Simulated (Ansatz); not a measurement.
input.yaml (Ansatz 0.2.0):

```yaml
crystal:
  lattice:
    - [-1.6001656788, 1.6001656788, 2.4918695994]
    - [1.6001656788, -1.6001656788, 2.4918695994]
    - [1.6001656788, 1.6001656788, -2.4918695994]
  atoms:
    - { symbol: In, position: [0.0, 0.0, 0.0] }
basis:
  ecutwfc: 420
  ecutrho_ratio: 4
kpoints:
  mp_grid: { grid: [18, 18, 18] }
  band_path:
    path:
      - [[0.0, 0.0, 0.0], [0.0, 0.0, 0.5], [0.25, 0.25, 0.25], [0.0, 0.5, 0.0], [0.0, 0.0, 0.0], [0.5, 0.5, -0.5], [0.35309065, 0.64690935, -0.35309065]]
      - [[-0.35309065, 0.35309065, 0.35309065], [0.0, 0.0, 0.0]]
      - [[0.0, 0.0, 0.5], [-0.2061813, 0.2061813, 0.5]]
      - [[0.5, 0.5, -0.2061813], [0.5, 0.5, -0.5]]
    npoints: 14
hamiltonian:
  xc: pbesol
scf:
  occupations: { method: gaussian, width: 0.05 }
output:
  forces: true
  stress: true
  eigenvalues: true
  populations: true
  dos: { projected: true, de: 0.02, nscf_kmesh: { grid: [27, 27, 27] } }
  bader: true
```

The output:

```
Pseudopotentials: kind: paw
Pseudopotential: In, paw, valence charge 13, recommended cutoff 420 eV (normal), In.paw.azcp
Crystal: 1 atoms, lattice volume = 25.522 Å³
Basis set: ecut = 420 eV, 501 PW (Γ), exchange–correlation on 48×48×48 points (8 copies of the dense FFT grid, shifted against one another)
Bands: 11, of which v1, the nominal top of the filled ones, is band 7 counted from 1 (6 counted from 0)
Symmetry: 16 space group operations
Space group: I4/mmm (ITA 139), of the structure as read, at distance tolerance 2.9e-5 Å
k-points: 480 of 5832
Initial density: superposition of atomic densities (neutral atoms: chi_scale 0, normalization atom), corrected by the library's trained network
Initial wavefunctions: pseudopotential atomic-orbital guess
Functional: x = pbesol(κ = 0.804, μ = 0.12346), c = pbesol(β = 0.046)
```

SCF trace (energy estimate counted from the last row):
| iteration | ΔE (eV) | density residual (eV) |
| --- | --- | --- |
| 1 | -1.9e-03 | 2.53e-3 |
| 2 | -2.2e-04 | 5.42e-4 |
| 3 | -5.0e-06 | 1.78e-5 |
| 4 | -1.0e-06 | 1.34e-6 |
| 5 | 0.000 | 8.48e-9 |
| 6 | 0.000 | 1.40e-10 |

```
SCF 1 converged in 6 iterations: F = -5525.408348 eV  dr2 = 1.40e-10
NSCF: frozen V_eff on 130 k-points
NSCF: frozen V_eff on 1470 k-points
SCF converged after 6 iterations
Free energy (F): -5525.408348 eV
E sigma→0 (E₀):  -5525.408157 eV
Entropy (-TS):   -0.000381 eV (-0.381 meV/atom)
Fermi energy:    10.444154 eV
--- Forces (eV/Å), atoms counted from 1 ---
  atom   1  In     0.00000000     0.00000000     0.00000000
--- Stress (GPa, compression-positive) ---
       -0.132760       0.000000       0.000000
        0.000000      -0.132760       0.000000
        0.000000       0.000000       0.091808
  P = ⅓ Tr σ = -0.0579 GPa (-0.579 kbar)
--- Löwdin populations: 1 site ---
  site symbol       q [e]
     0     In     12.9809
--- Bader charges: 1 site ---
  site symbol  charge [e]  shift [e]
     0     In      0.0000     0.0000
  estimated error of the sums over rays = 4.5e-7 e
```

In short (PBEsol): pressure -0.1 GPa, gap on the mesh zero (metallic).
